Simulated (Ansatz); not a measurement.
Ir$_{3}$W in space group P6_3/mmc (No. 194; W on 2c, Ir on 6h) at seven volumes, plane-wave PAW r²SCAN (Ansatz code), shape and atoms relaxed at each. One row is withheld.

```tsv
V (Å³/atom)	P (GPa)
13.141	?
13.574	27.25
14.007	12.44
14.441	-0.01
14.874	-10.45
15.307	-19.21
15.740	-26.52
```

Question: Fit the shown pressures and predict the withheld one.

Answer: P = (3/2)B₀(x^(7/2) − x^(5/2))[1 + (3/4)(B′ − 4)(x − 1)] with x = (V₀/V)^(2/3). Least squares on the six rows gives V₀ = 14.440 Å³/atom, B₀ = 379 GPa, B′ = 4.85. At V = 13.141, x = 1.0649 and P = 44.93 GPa. The run itself gave 44.87 GPa.

The workflow started from an entry of the Crystallography Open Database (COD). Its standing as an ambient phase is unchecked. The r²SCAN relaxation kept the symmetry of its start; its stability against distortions is not shown here. No spin polarisation was allowed. The volume moved by 44 % from the start of the relaxation. Scalar-relativistic: spin–orbit coupling is off unless named, which matters more the heavier the elements.

Potentials: the later of the program's two PAW sets.
